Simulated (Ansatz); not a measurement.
GaAs:
```
CELL_PARAMETERS angstrom
      0.00000     2.83265     2.83265
      2.83265     0.00000     2.83265
      2.83265     2.83265     0.00000
ATOMIC_POSITIONS crystal
  Ga 0.00000 0.00000 0.00000
  As 0.25000 0.25000 0.25000
```

Relaxed with r²SCAN.

Q: Give the Bader charges and basin volumes of the independent atoms, the program Ansatz at the r²SCAN level (PAW).

A: 

```tsv
atom	Bader charge (e)	Bader volume (Å³)
Ga1	+0.77	16.6
As2	-0.77	28.8
```

Space group F-43m (zinc blende). The r²SCAN relaxation kept the symmetry of its start.

Potentials: the earlier of the program's two PAW sets.
